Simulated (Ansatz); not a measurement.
LiTaO₃ (LiNbO3 type, space group R3c)

```
LiTaO3
1.0
    2.59590     1.49875     4.64067
   -2.59590     1.49875     4.64067
    0.00000    -2.99749     4.64067
Li Ta O
2 2 6
Direct
  0.70567   0.70567   0.70567
  0.20567   0.20567   0.20567
  0.98777   0.98777   0.98777
  0.48777   0.48777   0.48777
  0.62568   0.86923   0.26136
  0.86923   0.26136   0.62568
  0.26136   0.62568   0.86923
  0.76136   0.36923   0.12568
  0.36923   0.12568   0.76136
  0.12568   0.76136   0.36923
```

The slice is a (0001) plane (indices of the conventional cell) through the point (0.261, 0.626, 0.869) (fractional), spanned by u = [1 0 -1] and v = [-1 2 -1] in vectors of this cell: u (5.19 Å) and v (8.99 Å, at 90° to u). It covers one period; positions are fractions (u, v).

The numbers are results of PBE (plane waves to 420 eV, PAW, scalar-relativistic; Ansatz, an electronic-structure program), not measurements. k mesh 8×8×8. Near the nuclei the fields are pseudised (PAW); where an atom keeps semicore shells as valence, they peak there. LiTaO3 is run without spin polarisation. LiTaO3 was relaxed with its symmetry unable to fall. Spin-orbit coupling is left out, though Ta is heavy.

**Question.** Sketch the valence electron density on this plane as a map.

**Answer.** 
```
|@@%%++--::::::::..    ::++##|
|++++--::--======::    ..--++|
|::::..::==##%%**==..    ..::|
|      --**@@@@%%++::..::..  |
|    ..--++%%@@%%++::......  |
|::::..::==**##**==..    ..::|
|++==----======--::    ..--++|
|%%##++======--::..    ::++%%|
|@@%%++========--::....--**@@|
|@@##++----==++**++--::--++%%|
|**++--::--++%%@@##++--::==++|
|--::....--**@@@@@@**--::::--|
|::..    ::++##@@%%++--::::::|
|==::    ..--++++++--::--====|
|**==..    ..::::::..::==##%%|
|%%++::..::..        --**@@@@|
|%%++::......      ..--++%%@@|
|**==..    ..::::::..::==**##|
|--::    ..--++++==----======|
|::..    ::++%%%%##++======--|
|--::....--**@@@@%%++========|
|**++--::--++%%@@##++----==++|
|@@##++--::==++**++--::--++%%|
|@@@@**--::::----::....--**@@|
```
Scale: ten equal steps from -1.37 (start of ' ') to 0.89 (end of '@'), in the order ' .:-=+*#%@'. Values: log₁₀ of the valence density in e/Å³. The map has 14 points along u (two characters each, u = 0 at the left) and 24 along v (v = 0 in the bottom row). The scale is logarithmic, as a density can span decades between atoms and voids.
